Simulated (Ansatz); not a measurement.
# Property card for TiO2

TiO2:
```
TiO2
1.0
    5.11905     0.00000     0.00000
    0.00000     9.16956     0.00000
    0.00000     0.00000     5.43977
Ti O
8 16
Cartesian
  0.70626   3.40268   2.20189
  4.41279   5.76688   3.23788
  1.85326   5.76688   4.92178
  3.26579   3.40268   0.51799
  3.26579   1.18210   3.23788
  1.85326   7.98746   2.20189
  4.41279   7.98746   0.51799
  0.70626   1.18210   4.92178
  2.37881   2.47568   2.12556
  2.74024   6.69388   3.31421
  0.18071   6.69388   4.84545
  4.93834   2.47568   0.59433
  4.93834   2.10910   3.31421
  0.18071   7.06046   2.12556
  2.74024   7.06046   0.59433
  2.37881   2.10910   4.84545
  4.17602   0.09485   4.63216
  0.94303   9.07472   0.80761
  3.50255   9.07472   1.91227
  1.61650   0.09485   3.52750
  1.61650   4.48993   0.80761
  3.50255   4.67963   4.63216
  0.94303   4.67963   3.52750
  4.17602   4.48993   1.91227
```

Space group Pbca (No. 61); conventional cell a = 5.119 Å, b = 9.170 Å, c = 5.440 Å, α = 90.00°, β = 90.00°, γ = 90.00°.

Method: plane-wave PAW PBEsol (Ansatz code). Structure relaxed to zero pressure with the same functional. Other levels are named where they apply.

Cell and energy:

* **Volume per atom**: 10.64 Å³
* **Density**: 4.16 g/cm³
* **Formation energy from the elements (no fitted shifts)**: -3.08 eV/atom

Electronic structure:

Band gap: 2.35 eV (direct)
Valence-band maximum: at Γ
Conduction-band minimum: at Γ
Electron effective mass: 0.57, 5.1, 11 mₑ (principal values)
Hole effective mass: 1.4, 1.4, 1.6 mₑ (principal values)
HSE06 gap on the PBEsol cell: 3.88 eV

Mechanics:

Bulk modulus (Birch–Murnaghan fit): 196 GPa
Pressure derivative B′: 4.7
Elastic constants (relaxed ions, GPa): C11 = 303, C22 = 303, C33 = 316, C12 = 174, C13 = 152, C23 = 167, C44 = 85.6, C55 = 104, C66 = 99.6
Mechanical stability: stable (all eigenvalues of C positive)
Hill bulk and shear moduli: 212 and 85.2 GPa
Young's modulus: 225 GPa
Poisson's ratio: 0.32
Debye temperature from the elastic constants: 687 K

Phonons:

* **Highest zone-centre frequency (without LO–TO term)**: 844 cm^-1
* **Zone-centre stability**: no imaginary mode at Γ
* **Dynamical stability on the path**: stable (no imaginary branch)
* **Zero-point energy**: 71.1 meV/atom
* **Vibrational entropy at 300 K**: 16.8 J/(K·mol of atoms)

The cell was relaxed with PBEsol under the symmetry of its start. The run is not spin-polarised. The references are the lowest solids computed at this level, not always the standard phases (solids in place of the gases).

Potentials: the earlier of the program's two PAW sets. The files were generated under PBE; for other functionals the program regenerates the frozen cores, and for LDA and PBEsol the local potential too.
